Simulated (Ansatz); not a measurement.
Consider the following.

TiTe2 (CdI2 type)

```yaml
crystal:
  lattice:
    - [3.69732, 0.00000, 0.00000]
    - [-1.84866, 3.20197, 0.00000]
    - [0.00000, 0.00000, 6.38398]
  atoms:
    - { symbol: Ti, position: [0.00000, 0.00000, 0.00000] }
    - { symbol: Te, position: [0.33333, 0.66667, 0.27110] }
    - { symbol: Te, position: [0.66667, 0.33333, 0.72890] }
```

Scan: atom 1 (Ti, nearest neighbour Te at 2.748 Å; its periodic images, 3.7 Å or more away, move with it) is displaced along Cartesian [111], direction (0.577, 0.577, 0.577) in Cartesian axes, by s. The other atoms stay.

Calculation: PBE-D3(BJ) (plane waves to 420 eV, PAW, scalar-relativistic; Ansatz, a first-principles code). k mesh 12×12×6 (Γ-centred), Fermi-Dirac smearing 0.05 eV. The energy includes the smearing's −TS. With partly filled bands, energies and forces of such displacements shift with the k mesh and the smearing. Spin-orbit coupling is left out, though Te is heavy. TiTe2 is run without spin polarisation. TiTe2 was relaxed with its symmetry unable to fall. The zero of ΔE is the undisplaced structure.

The scan covers s from -0.270 to 0.270 Å in 11 points.

Problem. Is the energy the same for equal positive and negative displacements?

Solution. Even: the same for both signs. With its periodic images moving along, the atom's site symmetry in this cell is -3m..

Problem. What is the force constant k = d²E/ds² of this move at s = 0?

Solution. 7.30 eV/Å².

(For displaced atoms, the force is minus the slope of the energy, and its curvature is a force constant, which sets phonon frequencies.)
